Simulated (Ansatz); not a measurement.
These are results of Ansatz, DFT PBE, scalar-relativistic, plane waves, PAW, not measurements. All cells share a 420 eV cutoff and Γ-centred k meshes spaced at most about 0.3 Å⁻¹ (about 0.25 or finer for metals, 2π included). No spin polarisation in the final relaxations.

These are static total energies at zero pressure.

Two relaxed structures of Be3CdS2:

A.

```xyz
12
Lattice="5.2255 0.0000 0.0000 0.0000 10.7493 0.0000 0.0000 0.0000 3.4433" Properties=species:S:1:pos:R:3 pbc="T T T"
Be    0.9024    3.4828    2.6170
Be    4.3231    7.2665    2.6170
Be    2.6128    0.0000    3.3702
Be    0.0000    5.3747    0.0731
Be    3.5151    1.8919    0.8263
Be    1.7104    8.8575    0.8263
Cd    0.0000    0.0000    0.6790
Cd    2.6128    5.3747    2.7643
S     2.3305    1.9518    2.5555
S     0.2822    7.3265    0.8878
S     4.9433    3.4228    0.8878
S     2.8950    8.7975    2.5555
```

B.

```xyz
6
Lattice="3.4226 -4.6813 0.0000 3.4226 4.6813 0.0000 -1.3876 0.0000 2.9728" Properties=species:S:1:pos:R:3 pbc="T T T"
Be    1.0175    2.3406    1.4864
Be    1.0175   -2.3406    1.4864
Be    2.7288    0.0000    1.4864
Cd    0.0000    0.0000    0.0000
S     3.4226   -1.5192    0.0000
S     3.4226    1.5192    0.0000
```

Question: Which is lower in energy, and by how much?

Answer: A is lower, by 0.41 eV/atom. A has space group P2_12_12 (No. 18), 16.1 Å³/atom and a gap of 0.21 eV on its mesh; B has space group C2/m (No. 12), 15.9 Å³/atom and no gap. Counting S atoms around Be and Cd (those within 1.25 times the shortest such distance or 1.15 times the sum of covalent radii; a plus sign parts nearer from farther groups; the shortest distance is added where it is long for a bond; a slash parts the counts of unlike sites), A has Be 2/3, Cd 10 from 3.4 Å and B has Be 2/4, Cd 2+8 from 3.2 Å. In A, Be on a site of symmetry 1 is surrounded by 3 S at 2.08–2.10 Å, 1 Be at 2.28 Å and 1 Cd at 2.55 Å; around Cd lie 2 Be at 2.55 Å and 2 Be at 2.72 Å; S has 4 Be at 2.08–2.13 Å; 1 more site not described. In B, around Be on a site of symmetry -1 lie 2 S at 1.98 Å, 2 Be at 2.90 Å, 2 S at 2.94 Å and 2 Cd at 2.95 Å; Cd is surrounded by 6 Be at 2.95–3.11 Å, 2 S at 3.16 Å, 2 Cd at 3.28 Å, 4 Be at 3.67 Å and 8 S at 3.74–3.91 Å; S has 2 Be at 1.98 Å, 2 Be at 2.24 Å, 2 Be at 2.94 Å, 1 S at 3.04 Å and 1 Cd at 3.16 Å; 1 more site not described. Both come from invented guesses.

Kohn–Sham gaps at this level usually fall short of measured ones. Cells relaxed within their symmetry can be saddle points.
